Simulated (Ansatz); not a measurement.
Level of theory: Ansatz 0.2.0, DFT PBE, scalar-relativistic, plane waves, PAW, and for the lanthanide a 4f-in-core norm-conserving potential. Settings: cutoffs of 660 to 690 eV as the potentials ask, Γ-centred meshes spaced at most about 0.3 Å⁻¹, and about 0.25 Å⁻¹ or finer for metals (2π included), Gaussian smearing. No spin polarisation in the final relaxations.

Each of these unrelaxed guesses is relaxed in cell and atoms within its symmetry. A guess keeps its type if space group and coordination stay and the shape of the cell changes little (axis ratios within about 15 %, angles within 6°); the volume may change.

1. BaNd3Si

```
Ba Nd Si
1.0
     4.93500    0.00000    0.00000
     0.00000    4.93500    0.00000
     0.00000    0.00000    4.93500
Ba Nd Si
1 3 1
Direct
  0.50000 0.50000 0.50000
  0.50000 0.00000 0.50000
  0.00000 0.50000 0.50000
  0.50000 0.50000 0.00000
  0.00000 0.00000 0.00000
```

2. SmO3

```
Sm O
1.0
     2.99051    0.00000    0.00000
     0.00000    2.99051    0.00000
     0.00000    0.00000    7.79673
Sm O
1 3
Direct
  0.00000 0.00000 0.00000
  0.50000 0.50000 0.76422
  0.00000 0.00000 0.50000
  0.50000 0.50000 0.23578
```

3. SmO3

```
Sm O
1.0
     2.86572    0.00000    0.00000
    -1.43286    2.48178    0.00000
     0.00000    0.00000    9.03087
Sm O
1 3
Direct
  0.33333 0.66667 0.50000
  0.33333 0.66667 0.00000
  0.66667 0.33333 0.74266
  0.66667 0.33333 0.25734
```

**Question.** Which guesses survive the relaxation?

**Answer.** Guess 1 keeps its type. Symmetry leaves only the cell edge free in guess 1, so these can't change.

| guess | kept | start group | end group | V start (Å³/atom) | V end | b/a and c/a, end over start | nearest neighbours start | nearest neighbours end |
| --- | --- | --- | --- | --- | --- | --- | --- | --- |
| 1 | yes | Pm-3m | Pm-3m | 24.0 | 36.7 | 1.00, 1.00 | Ba 6, Nd 2, Si 12 | Ba 6, Nd 2, Si 12 |
| 2 | no | P4/mmm | P4/mmm | 17.4 | 13.8 | 1.00, 0.48 | O 12, Sm 12 | O 1/2, Sm 2 |
| 3 | no | P-6m2 | P-6m2 | 16.1 | 16.2 | 1.00, 0.35 | O 12, Sm 12 | O 1/2, Sm 8 |

Neighbours count within 15 % of an atom's shortest distance; end groups are read at 0.02 Å (0.05 Å in metals).

In SmO3 P4/mmm, SmO3 P-6m2 an odd number of valence electrons (the lanthanide is held trivalent, its 4f shell in the core) allows no gap without spin; another valence of the lanthanide, a larger cell or a magnetic state could open one. A magnetic state wasn't ruled out in cells without spin, among them SmO3 P4/mmm, SmO3 P-6m2. Cells relaxed within their symmetry can be saddle points.

The lanthanide is trivalent by construction, without f bands, f moments or other valences.

In counts of neighbours, a slash parts the counts of unlike sites.
